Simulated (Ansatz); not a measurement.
**AgPd: computed property card**

AgPd:
```
CELL_PARAMETERS angstrom
      1.37964     0.79654     4.53937
     -1.37964     0.79654     4.53937
      0.00000    -1.59307     4.53937
ATOMIC_POSITIONS crystal
  Ag 0.00000 0.00000 0.00000
  Pd 0.50000 0.50000 0.50000
```

Space group R-3m (No. 166); conventional cell a = b = 2.7593 Å, c = 13.6181 Å, α = β = 90.00°, γ = 120.00°.

Method: the program Ansatz at the LDA level (PAW). The cell and atoms are relaxed at this level. Other levels are named where they apply.

### Cell and energy

Volume per atom: 14.97 Å³
Density: 11.89 g/cm³
Formation energy from the elements (no fitted shifts): -0.062 eV/atom

### Electronic structure

* **Electronic character**: metallic (no gap)
* **Density of states at the Fermi level**: 0.48 states/eV per atom (mean over ±0.08 eV)

### Mechanics

- Bulk modulus (Birch–Murnaghan fit): 181 GPa
- Pressure derivative B′: 5.5

### Phonons

Highest zone-centre frequency: 221 cm^-1
Zone-centre stability: no imaginary mode at Γ

The workflow started from a Materials Project entry (that database holds measured and hypothetical structures alike); the Crystallography Open Database copy checked does not list it. With Ag and Pd taken as one species the cell has the higher symmetry Fm-3m, so it may be an ordered model of a mixed-site phase. Its standing as an ambient phase is unchecked. The cell was relaxed with LDA under the symmetry of its start. The run is not spin-polarised. As this level gives no gap, phonon frequencies hold no LO–TO term and depend on the k-mesh and smearing (Fermi–Dirac, 0.1 eV here). Axis ratios of metals converge slowly with the k-mesh, so a and c are less sure than the volume. The references are the lowest solids computed at this level, not always the standard phases. Scalar-relativistic: spin–orbit coupling is off unless named, which matters more the heavier the elements.

Potentials: the later of the program's two PAW sets.
